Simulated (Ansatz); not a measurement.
BAs:
```xyz
6
Lattice="3.4587 0.0000 0.0000 -1.7294 2.9954 0.0000 0.0000 0.0000 7.4816" Properties=species:S:1:pos:R:3 pbc="T T T"
B      1.7294     0.0000     3.7408
B     -0.8647     1.4977     1.2469
B      0.8647     1.4977     6.2347
As     1.7294     0.0000     0.0000
As    -0.8647     1.4977     4.9878
As     0.8647     1.4977     2.4939
```

Relaxed with PBE. Special points in fractions of this cell's reciprocal vectors: Γ (0.000, 0.000, 0.000); M (0.500, 0.000, 0.000); K (0.333, 0.333, 0.000); A (0.000, 0.000, 0.500); L (0.500, 0.000, 0.500); H (0.333, 0.333, 0.500).

Question: List the band energies nearest the valence-band maximum at these points for PBE (plane waves, PAW; program Ansatz).

Answer: In eV from the valence-band maximum; about four levels below and three above (degenerate sets whole), none deeper than 8.9 eV; points with the same levels are listed once.

| k | below | above |
|---|---|---|
| Γ | -1.18 -1.18 -0.92 0.00 | 2.15 2.15 2.34 |
| M | -4.03 -3.06 -2.71 -2.43 | 0.48 0.66 0.88 |
| K | -5.46 -5.46 -3.39 -2.52 -2.52 | 0.61 2.33 2.33 |
| A | -1.13 -1.11 -1.11 -0.68 | 1.96 2.51 2.62 |
| L | -3.71 -3.46 -3.28 -2.89 | 1.79 2.19 2.60 |
| H | -5.61 -5.61 -3.11 -2.64 | 2.70 3.53 3.53 |

Space group P6_222. The cell is a constructed one: a structure type filled with these elements; neither database checked (COD, Materials Project) lists it. It is not the phase usual at ambient conditions (space group No. 216). Symmetry was held in the PBE relaxation; whether a distortion lowers the energy is not shown. Scalar-relativistic: spin–orbit coupling is off unless named, which matters more the heavier the elements.

Potentials: the later of the program's two PAW sets.
